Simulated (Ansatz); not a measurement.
Li2O (anti-fluorite, Fm-3m), PBEsol (plane waves, PAW; program Ansatz). The conduction-band minimum lies at X, with 3 equivalent valleys. Second derivatives d²E/dk² of the lowest band at one valley (eV·Å²), along Cartesian directions:

| direction | d²E/dk² |
|---|---|
| [100] | 9.349 |
| [010] | 17.90 |
| [001] | 17.90 |
| [110] | 13.63 |
| [101] | 13.63 |
| [011] | 17.90 |

Task: Find the principal effective masses, the density-of-states mass and the conductivity mass.

Result: Off-diagonal terms follow from H_xy = H[110] − (H_xx + H_yy)/2, and m*/mₑ = 7.620 eV·Å² over each eigenvalue: 0.43, 0.43, 0.82. One valley's DOS mass (m₁m₂m₃)^(1/3) = 0.53, conductivity mass 3/(Σ 1/mᵢ) = 0.51 mₑ.

Task: What effective density of states Nc follows at 300 K for parabolic valleys?

Result: Nc = 2.509e19 × 3 × (0.53)^(3/2) ≈ 2.9e19 cm⁻³.

The cell was relaxed with PBEsol under the symmetry of its start.

Potentials: the later of the program's two PAW sets.

Edges and masses are those of Kohn–Sham bands, whose gap is no quasiparticle gap.
